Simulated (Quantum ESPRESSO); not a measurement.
## Band energies of Cs2O

```
CELL_PARAMETERS angstrom
      2.05177     1.18459     6.88972
     -2.05177     1.18459     6.88972
      0.00000    -2.36918     6.88972
ATOMIC_POSITIONS crystal
  O  0.00000 0.00000 0.00000
  Cs 0.26039 0.26039 0.26039
  Cs 0.73961 0.73961 0.73961
```

PBEsol (pw.x of Quantum ESPRESSO, ONCV potentials, no spin-orbit coupling); path ΓLB1,BZΓX,QFP1Z,LP; energies in eV from the valence-band maximum.

| k (1/Å) | point | band 8 | band 9 | band 10 | band 11 | band 12 | band 13 | band 14 | band 15 |
|---|---|---|---|---|---|---|---|---|---|
| 0.00 | Γ | -7.42 | -7.42 | -0.92 | -0.59 | -0.59 | 0.96 | 3.74 | 4.94 |
| 0.22 |  | -7.49 | -7.44 | -0.77 | -0.63 | -0.53 | 1.40 | 3.77 | 4.78 |
| 0.45 |  | -7.58 | -7.52 | -0.69 | -0.40 | -0.32 | 2.04 | 3.83 | 4.27 |
| 0.67 |  | -7.77 | -7.60 | -0.58 | -0.29 | -0.09 | 2.55 | 3.37 | 4.29 |
| 0.90 | L | -7.93 | -7.64 | -0.56 | -0.25 | 0.00 | 3.04 | 3.05 | 4.15 |
| 1.24 |  | -7.82 | -7.69 | -0.26 | -0.25 | -0.11 | 3.02 | 3.43 | 4.10 |
| 1.47 | B1 | -7.80 | -7.77 | -0.36 | -0.16 | -0.12 | 3.19 | 3.28 | 3.56 |
| 1.47 | B | -7.80 | -7.77 | -0.36 | -0.16 | -0.12 | 3.19 | 3.28 | 3.56 |
| 1.57 |  | -7.80 | -7.77 | -0.45 | -0.15 | -0.12 | 3.02 | 3.25 | 3.55 |
| 1.79 |  | -7.75 | -7.74 | -0.55 | -0.25 | -0.18 | 2.46 | 3.45 | 3.66 |
| 2.11 |  | -7.57 | -7.52 | -0.70 | -0.48 | -0.44 | 1.99 | 3.80 | 3.81 |
| 2.32 |  | -7.46 | -7.45 | -0.94 | -0.58 | -0.57 | 2.04 | 3.16 | 4.22 |
| 2.43 | Z | -7.46 | -7.46 | -0.99 | -0.58 | -0.58 | 2.06 | 3.05 | 4.33 |
| 2.54 |  | -7.45 | -7.45 | -0.98 | -0.58 | -0.58 | 1.81 | 3.25 | 4.39 |
| 2.77 |  | -7.43 | -7.43 | -0.94 | -0.59 | -0.59 | 1.08 | 3.69 | 4.82 |
| 2.88 | Γ | -7.42 | -7.42 | -0.92 | -0.59 | -0.59 | 0.96 | 3.74 | 4.94 |
| 3.09 |  | -7.49 | -7.45 | -0.77 | -0.67 | -0.52 | 1.37 | 3.76 | 4.92 |
| 3.30 |  | -7.65 | -7.47 | -0.59 | -0.57 | -0.33 | 2.07 | 3.94 | 4.48 |
| 3.51 |  | -7.76 | -7.53 | -0.42 | -0.36 | -0.21 | 2.51 | 3.92 | 4.19 |
| 3.72 |  | -7.78 | -7.64 | -0.28 | -0.24 | -0.14 | 2.79 | 3.65 | 4.07 |
| 3.94 | X | -7.79 | -7.77 | -0.32 | -0.19 | -0.12 | 3.17 | 3.29 | 3.64 |
| 3.94 | Q | -7.79 | -7.77 | -0.32 | -0.19 | -0.12 | 3.17 | 3.29 | 3.64 |
| 4.18 |  | -7.76 | -7.66 | -0.39 | -0.36 | -0.12 | 2.59 | 3.22 | 3.30 |
| 4.42 | F | -7.63 | -7.55 | -0.61 | -0.31 | -0.12 | 2.31 | 2.85 | 3.21 |
| 4.42 | P1 | -7.72 | -7.57 | -0.57 | -0.30 | -0.11 | 2.44 | 2.91 | 3.29 |
| 4.51 |  | -7.75 | -7.56 | -0.56 | -0.31 | -0.13 | 2.40 | 2.94 | 3.34 |
| 4.79 |  | -7.77 | -7.49 | -0.64 | -0.41 | -0.25 | 2.08 | 3.30 | 4.02 |
| 4.97 |  | -7.61 | -7.44 | -0.75 | -0.50 | -0.47 | 1.98 | 3.56 | 3.99 |
| 5.15 |  | -7.46 | -7.45 | -0.95 | -0.58 | -0.57 | 2.04 | 3.13 | 4.24 |
| 5.25 | Z | -7.46 | -7.46 | -0.99 | -0.58 | -0.58 | 2.06 | 3.05 | 4.33 |
| 5.25 | L | -7.93 | -7.64 | -0.56 | -0.25 | 0.00 | 3.04 | 3.05 | 4.15 |
| 5.56 | P | -7.72 | -7.57 | -0.57 | -0.30 | -0.11 | 2.44 | 2.91 | 3.29 |

The PBEsol gap is indirect, 0.96 eV, from L to Γ; the smallest direct gap is 1.55 eV.

Geometry relaxed with PBEsol.
